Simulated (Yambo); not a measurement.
Yambo run on CdCl$_{2}$ (space group R-3m, No. 166). The wavefunctions come from this Quantum ESPRESSO step (PBEsol, PseudoDojo standard norm-conserving files, scalar-relativistic):

```
&CONTROL
  calculation = 'nscf'
  pseudo_dir = './pseudo'
  outdir = './out'
/
&SYSTEM
  ibrav = 0
  nat = 3
  ntyp = 2
  ecutwfc = 102.0
  ecutrho = 408.0
  occupations = 'fixed'
  force_symmorphic = .true.
  nbnd = 148
/
&ELECTRONS
  conv_thr = 3.0000000000000004e-09
  diago_full_acc = .true.
  diago_thr_init = 1e-08
/
ATOMIC_SPECIES
Cl 35.4500 Cl.upf
Cd 112.4140 Cd.upf
CELL_PARAMETERS angstrom
  1.928157044178   1.113221988496   5.856174638000
 -1.928157044178   1.113221988496   5.856174638000
 -0.000000000000  -2.226443976992   5.856174638000
ATOMIC_POSITIONS crystal
Cl   0.748742984700   0.748742984700   0.748742984700
Cl   0.251257015300   0.251257015300   0.251257015300
Cd   0.000000000000   0.000000000000   0.000000000000
K_POINTS automatic
4 4 4 0 0 0
```

Yambo input:

```
rim_cut
gw0
dyson
el_el_corr
HF_and_locXC
ppa
em1d
RandQpts= 1000000
RandGvec= 1 Ry
EXXRLvcs= 102 Ry
VXCRLvcs= 408 Ry
Chimod= "HARTREE"
% BndsRnXp
 5 | 146 |
%
NGsBlkXp= 8 Ry
% LongDrXp
 1.0 | 1.0 | 1.0 |
%
PPAPntXp= 27.2114 eV
% GbndRnge
 1 | 146 |
%
GTermKind= "BG"
DysSolver= "n"
ExtendOut
% QPkrange
 1 | 1 | 17 | 18 |
 3 | 3 | 17 | 18 |
 7 | 7 | 17 | 18 |
 13 | 13 | 17 | 18 |
%
```

k points by index: 1 = Γ, 3 = L, 7 = F, 13 = Z.

Table of the .qp output:

```
#    K-point    Band    Eo [eV]    E [eV]    E-Eo [eV]    Vxc [eV]    Vnlxc [eV]    Sc|Eo [eV]    Sc|E [eV]    dSc/dw|Eo [eV]    Re(Z)    Im(Z)
#
    1    17    -0.210835    -1.665402    -1.454567    -16.01739    -20.39374    2.554514    2.921787    -6.870236    0.798416    -0.001277
    1    18    3.313005    4.034728    0.721723    -11.62760    -7.415269    -3.351475    -3.490609    -5.245237    0.838391    -0.001004
    3    17    -0.341467    -1.812015    -1.470548    -15.69332    -20.10781    2.572185    2.943937    -6.878446    0.798224    -0.001258
    3    18    4.861661    5.900339    1.038678    -13.38627    -8.523562    -3.611551    -3.824031    -5.565980    0.830186    -0.001266
    7    17    0.000000    -1.483257    -1.483257    -15.73610    -20.13447    2.537820    2.915117    -6.921216    0.797223    -0.001342
    7    18    4.326992    5.279879    0.952887    -12.31346    -7.681741    -3.494139    -3.678828    -5.273688    0.837657    -0.988314E-3
    13    17    -0.096468    -1.537090    -1.440622    -16.10144    -20.42551    2.520431    2.883453    -6.856440    0.798739    -0.001274
    13    18    4.424665    5.256713    0.832048    -13.24231    -8.785666    -3.450627    -3.624599    -5.689001    0.827083    -0.001087
```
(The two width columns are left out.) Convergence of these settings isn't established.

Spin-orbit coupling is not included.

Geometry relaxed with PBE+D3(BJ).
